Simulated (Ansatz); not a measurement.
An Ansatz (a quantum-chemistry and plane-wave program) run. Input:

Ansatz 0.2 input:
```yaml
crystal:
  lattice:
    - [3.4290799538, 0.0, 0.0]
    - [-1.7145399769, 2.9696703516, 0.0]
    - [0.0, 0.0, 7.4028235278]
  atoms:
    - { symbol: B, position: [0.0, 0.5, 0.3333333333] }
    - { symbol: B, position: [0.5, 0.5, 0.6666666667] }
    - { symbol: B, position: [0.5, 0.0, 0.0] }
    - { symbol: As, position: [0.0, 0.5, 0.8333333333] }
    - { symbol: As, position: [0.5, 0.5, 0.1666666667] }
    - { symbol: As, position: [0.5, 0.0, 0.5] }
kpoints:
  mp_grid: { grid: [9, 9, 4] }
hamiltonian:
  xc: pbesol
  pseudopotentials: { kind: paw }
scf:
  occupations: { method: fixed }
elastic: { mode: relaxed_ion, stencil: two_point, amplitude: 0.005, f_tol: 0.0005 }
output: { polarization: {} }
```

Output (shortened):

```
Pseudopotential: B, paw, valence charge 3
Pseudopotential: As, paw, valence charge 15
Functional definition: PBEsol
Crystal: 6 atoms, lattice volume = 75.385 Å³
Basis set: ecut = 420 eV, 1453 PW (Γ), exchange–correlation on 48×48×100 points (8 copies of the dense FFT grid, shifted against one another)
Bands: 33, of which v1, the nominal top of the filled ones, is band 27 counted from 1 (26 counted from 0)
Symmetry: 12 space group operations
Space group: P6422 (ITA 181), of the structure as read, at distance tolerance 4.2e-5 Å
k-points: 36 of 324 (time reversal used)
SCF 1 converged in 10 iterations: F = -14894.822956 eV  dr2 = 2.31e-15
Crystal: 6 atoms, lattice volume = 75.008 Å³
Symmetry: 4 space group operations
k-points: 75 of 324 (time reversal used)
SCF 2 converged in 11 iterations: F = -14894.820933 eV  dr2 = 4.90e-14
relax step   1: F+E_penalty+E_count = -14894.82093350 eV  Δ(F+E_penalty+E_count) = +0.000e0 eV  max|allowed force component| = 1.579e-2 eV/Å  Δτ_max = 0.0000 Å  (11 SCF iters, accepted)
Crystal: 6 atoms, lattice volume = 75.008 Å³
SCF 3 converged in 8 iterations: F = -14894.820948 eV  dr2 = 2.53e-15
relax step   2: F+E_penalty+E_count = -14894.82094799 eV  Δ(F+E_penalty+E_count) = -1.449e-5 eV  max|allowed force component| = 4.193e-3 eV/Å  Δτ_max = 0.0008 Å  (8 SCF iters, accepted)
Crystal: 6 atoms, lattice volume = 75.008 Å³
SCF 4 converged in 7 iterations: F = -14894.820949 eV  dr2 = 2.83e-14
relax step   3: F+E_penalty+E_count = -14894.82094926 eV  Δ(F+E_penalty+E_count) = -1.275e-6 eV  max|allowed force component| = 1.108e-3 eV/Å  Δτ_max = 0.0002 Å  (7 SCF iters, accepted)
Crystal: 6 atoms, lattice volume = 75.008 Å³
SCF 5 converged in 6 iterations: F = -14894.820949 eV  dr2 = 8.69e-14
relax step   4: F+E_penalty+E_count = -14894.82094932 eV  Δ(F+E_penalty+E_count) = -5.426e-8 eV  max|allowed force component| = 1.349e-4 eV/Å  Δτ_max = 0.0001 Å  (6 SCF iters, accepted)
Crystal: 6 atoms, lattice volume = 75.008 Å³
SCF 6 converged in 5 iterations: F = -14894.820949 eV  dr2 = 4.23e-15
Crystal: 6 atoms, lattice volume = 75.762 Å³
Basis set: ecut = 420 eV, 1461 PW (Γ), exchange–correlation on 48×48×100 points (8 copies of the dense FFT grid, shifted against one another)
SCF 7 converged in 11 iterations: F = -14894.820980 eV  dr2 = 6.47e-14
relax step   1: F+E_penalty+E_count = -14894.82098008 eV  Δ(F+E_penalty+E_count) = +0.000e0 eV  max|allowed force component| = 1.429e-2 eV/Å  Δτ_max = 0.0000 Å  (11 SCF iters, accepted)
Crystal: 6 atoms, lattice volume = 75.762 Å³
SCF 8 converged in 8 iterations: F = -14894.820992 eV  dr2 = 2.24e-15
relax step   2: F+E_penalty+E_count = -14894.82099237 eV  Δ(F+E_penalty+E_count) = -1.229e-5 eV  max|allowed force component| = 3.608e-3 eV/Å  Δτ_max = 0.0007 Å  (8 SCF iters, accepted)
Crystal: 6 atoms, lattice volume = 75.762 Å³
SCF 9 converged in 7 iterations: F = -14894.820993 eV  dr2 = 2.36e-14
relax step   3: F+E_penalty+E_count = -14894.82099337 eV  Δ(F+E_penalty+E_count) = -9.946e-7 eV  max|allowed force component| = 9.812e-4 eV/Å  Δτ_max = 0.0002 Å  (7 SCF iters, accepted)
Crystal: 6 atoms, lattice volume = 75.762 Å³
SCF 10 converged in 6 iterations: F = -14894.820993 eV  dr2 = 7.06e-14
relax step   4: F+E_penalty+E_count = -14894.82099341 eV  Δ(F+E_penalty+E_count) = -4.357e-8 eV  max|allowed force component| = 9.403e-5 eV/Å  Δτ_max = 0.0001 Å  (6 SCF iters, accepted)
Crystal: 6 atoms, lattice volume = 75.762 Å³
SCF 11 converged in 5 iterations: F = -14894.820993 eV  dr2 = 3.09e-15
Crystal: 6 atoms, lattice volume = 75.008 Å³
SCF 12 converged in 10 iterations: F = -14894.821062 eV  dr2 = 6.99e-15
Crystal: 6 atoms, lattice volume = 75.762 Å³
SCF 13 converged in 10 iterations: F = -14894.821156 eV  dr2 = 6.70e-15
Crystal: 6 atoms, lattice volume = 75.384 Å³
Symmetry: 2 space group operations
k-points: 95 of 324 (time reversal used)
SCF 14 converged in 11 iterations: F = -14894.821903 eV  dr2 = 1.06e-14
relax step   1: F+E_penalty+E_count = -14894.82190326 eV  Δ(F+E_penalty+E_count) = +0.000e0 eV  max|allowed force component| = 1.728e-2 eV/Å  Δτ_max = 0.0000 Å  (11 SCF iters, accepted)
Crystal: 6 atoms, lattice volume = 75.384 Å³
SCF 15 converged in 7 iterations: F = -14894.821945 eV  dr2 = 8.88e-14
relax step   2: F+E_penalty+E_count = -14894.82194546 eV  Δ(F+E_penalty+E_count) = -4.220e-5 eV  max|allowed force component| = 8.053e-3 eV/Å  Δτ_max = 0.0012 Å  (7 SCF iters, accepted)
Crystal: 6 atoms, lattice volume = 75.384 Å³
SCF 16 converged in 7 iterations: F = -14894.821953 eV  dr2 = 2.45e-14
relax step   3: F+E_penalty+E_count = -14894.82195316 eV  Δ(F+E_penalty+E_count) = -7.709e-6 eV  max|allowed force component| = 1.018e-3 eV/Å  Δτ_max = 0.0005 Å  (7 SCF iters, accepted)
Crystal: 6 atoms, lattice volume = 75.384 Å³
SCF 17 converged in 6 iterations: F = -14894.821953 eV  dr2 = 6.58e-14
relax step   4: F+E_penalty+E_count = -14894.82195327 eV  Δ(F+E_penalty+E_count) = -1.090e-7 eV  max|allowed force component| = 1.555e-4 eV/Å  Δτ_max = 0.0001 Å  (6 SCF iters, accepted)
Crystal: 6 atoms, lattice volume = 75.384 Å³
SCF 18 converged in 5 iterations: F = -14894.821953 eV  dr2 = 2.53e-15
Crystal: 6 atoms, lattice volume = 75.384 Å³
SCF 19 converged in 11 iterations: F = -14894.821903 eV  dr2 = 1.12e-14
relax step   1: F+E_penalty+E_count = -14894.82190326 eV  Δ(F+E_penalty+E_count) = +0.000e0 eV  max|allowed force component| = 1.728e-2 eV/Å  Δτ_max = 0.0000 Å  (11 SCF iters, accepted)
Crystal: 6 atoms, lattice volume = 75.384 Å³
SCF 20 converged in 7 iterations: F = -14894.821945 eV  dr2 = 9.29e-14
relax step   2: F+E_penalty+E_count = -14894.82194546 eV  Δ(F+E_penalty+E_count) = -4.220e-5 eV  max|allowed force component| = 8.053e-3 eV/Å  Δτ_max = 0.0012 Å  (7 SCF iters, accepted)
Crystal: 6 atoms, lattice volume = 75.384 Å³
SCF 21 converged in 7 iterations: F = -14894.821953 eV  dr2 = 2.44e-14
relax step   3: F+E_penalty+E_count = -14894.82195316 eV  Δ(F+E_penalty+E_count) = -7.709e-6 eV  max|allowed force component| = 1.018e-3 eV/Å  Δτ_max = 0.0005 Å  (7 SCF iters, accepted)
Crystal: 6 atoms, lattice volume = 75.384 Å³
SCF 22 converged in 6 iterations: F = -14894.821953 eV  dr2 = 6.59e-14
relax step   4: F+E_penalty+E_count = -14894.82195327 eV  Δ(F+E_penalty+E_count) = -1.090e-7 eV  max|allowed force component| = 1.555e-4 eV/Å  Δτ_max = 0.0001 Å  (6 SCF iters, accepted)
Crystal: 6 atoms, lattice volume = 75.384 Å³
SCF 23 converged in 5 iterations: F = -14894.821953 eV  dr2 = 2.53e-15
SCF converged after 10 iterations
Free energy (F): -14894.822956 eV
Harris-Foulkes:  -14894.822956 eV  (|F-HF|=3.64e-12)
Internal energy: -14894.822956 eV  (E = F + TS)
E sigma→0 (E₀):  -14894.822956 eV
Fermi energy:    12.825485 eV
--- Per-component energies (eV) ---
  E_band       = -569.606217
  E_kinetic    = 452.562595
  E_local      = -4767.309085  (includes V_loc(G=0)·N_el)
  E_nonlocal   = -1965.857201
  E_hartree    = 2692.356246
  E_xc         = -331.992537
  E_vxc        = -352.395461  (∫ρ·V_xc dr)
  E_paw        = -5609.235106  (= ΣΔE_a)
  E_vpaw       = 678.680429  (= ΣTr[D̂ρ^β])
  E_aug_tail   = 0.000014  (compensation charges beyond the density's cutoff)
  E_ewald      = -5368.291301
  E_core_change = 2.943419  (= ΣΔE_core)
  E_smearing   =  0.000000  (= −TS)
  E_closure    =  0.000000  (closes the sum)
  Σ components = -14894.822956   (vs F -14894.822956, Δ=0.00e0)
--- Forces (eV/Å), atoms counted from 1 ---
  atom   1  B      0.00000000     0.00000000     0.00000000
  atom   2  B      0.00000000     0.00000000     0.00000000
  atom   3  B      0.00000000     0.00000000     0.00000000
  atom   4  As     0.00000000     0.00000000     0.00000000
  atom   5  As     0.00000000     0.00000000     0.00000000
  atom   6  As     0.00000000     0.00000000     0.00000000
  max |Σ_I F_I| component: 9.77e-17 eV/Å
--- Stress (GPa, compression-positive) ---
       -0.001813       0.000000       0.000000
        0.000000      -0.001813       0.000000
        0.000000       0.000000       0.010537
  P = ⅓ Tr σ = 0.0023 GPa (0.023 kbar)
--- Band table (eV; the first three rows and the last of 36) ---
  k-point 0: bands = ["-23.6276", "-23.6276", "-23.6065", "-23.6065", "-23.6042", "-23.6009", "-23.5950", "-23.5905", "-23.5905", "-23.5901", "-23.5900", "-23.5870", "-23.5870", "-23.5824", "-23.5824", "-3.6400", "-1.2147", "-1.2147", "6.2675", "6.2675", …
  k-point 1: bands = ["-23.6348", "-23.6178", "-23.6067", "-23.6056", "-23.6047", "-23.6021", "-23.5955", "-23.5925", "-23.5906", "-23.5900", "-23.5892", "-23.5889", "-23.5854", "-23.5843", "-23.5802", "-3.4853", "-2.2596", "0.0359", "4.2894", "8.4153", …
  k-point 2: bands = ["-23.6374", "-23.6082", "-23.6082", "-23.6058", "-23.6058", "-23.6050", "-23.5940", "-23.5940", "-23.5936", "-23.5886", "-23.5886", "-23.5882", "-23.5882", "-23.5833", "-23.5794", "-3.0230", "-3.0230", "0.9161", "3.1571", "9.0046", …
  k-point 35: bands = ["-23.6265", "-23.6265", "-23.6192", "-23.6025", "-23.6018", "-23.6018", "-23.5899", "-23.5872", "-23.5872", "-23.5848", "-23.5848", "-23.5847", "-23.5813", "-23.5796", "-23.5796", "-0.0070", "0.7035", "0.7035", "2.9046", "4.9143", …
--- Elastic constants: 3 strain directions × 2 members + reference (group order 12) ---
  dense FFT box of the reference and of every strained cell: 24×24×50
  strains applied: 11, 33, 23; error gains …
  C = ∂σ_k/∂η_j (tension-positive GPa; Voigt order 11 22 33 23 13 12):
       335.134     39.932     65.724      0.000      0.000      0.000
        39.932    335.134     65.724      0.000      0.000      0.000
        65.753     65.753    313.068      0.000      0.000      0.000
         0.000      0.000      0.000    168.601      0.000      0.000
         0.000      0.000      0.000      0.000    168.601      0.000
         0.000      0.000      0.000      0.000      0.000    147.601
  reference stress σ⁰ (GPa):      0.002      0.002     -0.011      0.000      0.000      0.000
  moduli (Voigt/Reuss/Hill, GPa): K = 147.35/147.35/147.35   G = 151.09/149.08/150.08   E = 336.13   ν = 0.120
  mechanically stable: yes (min eigenvalue of sym C = 147.60 GPa)
  e, the proper piezoelectric tensor (elastic.mode: relaxed_ion; C/m²; rows x y z; Voigt order 11 22 33 23 13 12):
       0.00000    0.00000    0.00000    0.43729    0.00000    0.00000
       0.00000    0.00000    0.00000    0.00000   -0.43729    0.00000
       0.00000    0.00000    0.00000    0.00000    0.00000    0.00000
  ±, each entry's uncertainty from the finite density of the strings (C/m²), an estimate: the size of the correction for it that the entry includes:
       0.00000    0.00000    0.00000    0.00924    0.00000    0.00000
       0.00000    0.00000    0.00000    0.00000    0.00924    0.00000
       0.00000    0.00000    0.00000    0.00000    0.00000    0.00000
  strain η (Voigt 11):  stress-route row diagonal C_11 = 335.13 GPa, energy-path curvature d²(F+E_count+ΔE)/dδ²/Ω₀ = 335.15 GPa
         δ    σ_11 (GPa)             F (eV)   n_scf  n_hpsi   n_pw
    -5.000e-3      -1.6985      -14894.8209493       5   27800   1478   relax 4 steps, max|allowed force component| 1.35e-4 eV/Å
     5.000e-3       1.6529      -14894.8209934       5   28328   1492   relax 4 steps, max|allowed force component| 9.40e-5 eV/Å
  strain η (Voigt 33):  stress-route row diagonal C_33 = 313.07 GPa, energy-path curvature d²(F+E_count+ΔE)/dδ²/Ω₀ = 313.09 GPa
         δ    σ_33 (GPa)             F (eV)   n_scf  n_hpsi   n_pw
    -5.000e-3      -1.5943      -14894.8210622      10   24942   1482   relax 0 steps, max|allowed force component| 3.01e-16 eV/Å
     5.000e-3       1.5363      -14894.8211562      10   26370   1500   relax 0 steps, max|allowed force component| 2.28e-16 eV/Å
  strain η (Voigt 23):  stress-route row diagonal C_44 = 168.60 GPa, energy-path curvature d²(F+E_count+ΔE)/dδ²/Ω₀ = 168.60 GPa
         δ    σ_23 (GPa)             F (eV)   n_scf  n_hpsi   n_pw
    -5.000e-3      -0.8430      -14894.8219533       5   35611   1484   relax 4 steps, max|allowed force component| 1.56e-4 eV/Å
     5.000e-3       0.8430      -14894.8219533       5   35414   1484   relax 4 steps, max|allowed force component| 1.56e-4 eV/Å
--- Formal polarisation (Berry phase): one branch of a lattice of values; only differences between neighbouring runs are physical ---
  axis  mesh            electronic          ionic      p = total  spread (rad)  least overlap  resolved gap  δp at fixed H ≤   (phases in cycles; p mod 1 …
  b1    9×9×4           0.00000000    18.00000000    18.00000000      0.317542         0.8395        2.1242           5.1e-6
  b2    9×9×4           0.00000000    18.00000000    18.00000000      0.317542         0.8395        2.1242           5.1e-6
  b3    9×9×4           1.00000000    25.50000000    26.50000000      0.006001         0.8729        2.1242           4.0e-6
  quantum along a1:   0.04548774 e/Å² =    72.879394 µC/cm²
  quantum along a2:   0.04548774 e/Å² =    72.879394 µC/cm²
  quantum along a3:   0.09820060 e/Å² =   157.334708 µC/cm²
  P = (  0.40938966,   0.70908369,   2.60231592) e/Å² = (  655.914548,  1136.077322,  4169.369769) µC/cm²  (mod the quanta)
```

Cost: roughly 5 core-minutes on shared cores.

Space group P6_422. The start of the workflow was typed in or built on a structure type; neither database checked (COD, Materials Project) lists it. It is not the phase usual at ambient conditions (space group No. 216). The PBEsol relaxation kept the symmetry of its start; of distortions, only those at the zone centre were tested. Its formation energy is positive at this level, so the cell may be metastable or incomplete. Spin–orbit coupling is left out wherever it is not named.

Potentials: the later of the program's two PAW sets.

Ansatz is a plane-wave DFT program.
